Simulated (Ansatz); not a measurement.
Cs2HgSe2:
Space group Pbam (No. 55); a = 8.3187 Å, b = 10.4689 Å, c = 4.7999 Å, α = β = γ = 90.00°

```tsv
atom	site	symmetry	x	y	z
Hg	2a	..2/m	0.0000	0.0000	0.0000
Cs	4h	..m	0.1072	0.3330	0.5000
Se	4g	..m	0.2679	0.0936	0.0000
```

Relaxed with r²SCAN.

### Question
Tabulate the valence density and the electron localisation function along the shortest Hg–Se contact (2.43 Å), DFT-r²SCAN in the program Ansatz with PAW potentials.

### Answer


| distance from Hg (Å) | density (e/Å³) | ELF |
|---|---|---|
| 0.24 | 14.45 | 0.70 |
| 0.37 | 11.50 | 0.62 |
| 0.49 | 8.35 | 0.54 |
| 0.61 | 5.49 | 0.47 |
| 0.73 | 3.23 | 0.40 |
| 0.85 | 1.72 | 0.33 |
| 0.97 | 0.96 | 0.29 |
| 1.10 | 0.71 | 0.32 |
| 1.22 | 0.63 | 0.45 |
| 1.34 | 0.64 | 0.59 |
| 1.46 | 0.72 | 0.67 |
| 1.58 | 0.88 | 0.68 |
| 1.70 | 1.39 | 0.65 |
| 1.83 | 2.85 | 0.56 |
| 1.95 | 6.42 | 0.40 |
| 2.07 | 14.05 | 0.24 |
| 2.19 | 26.40 | 0.13 |

The density is the valence pseudo-density with augmentation charge, so density and ELF within about 1 Å of a nucleus are not all-electron values.

The workflow started from an entry of the Crystallography Open Database (COD, 100 K). Whether it is the stable phase at ambient conditions was not checked. Symmetry was held in the r²SCAN relaxation; its stability against distortions is not shown here. Scalar-relativistic: spin–orbit coupling is off unless named, which matters more the heavier the elements.

Potentials: the later of the program's two PAW sets.
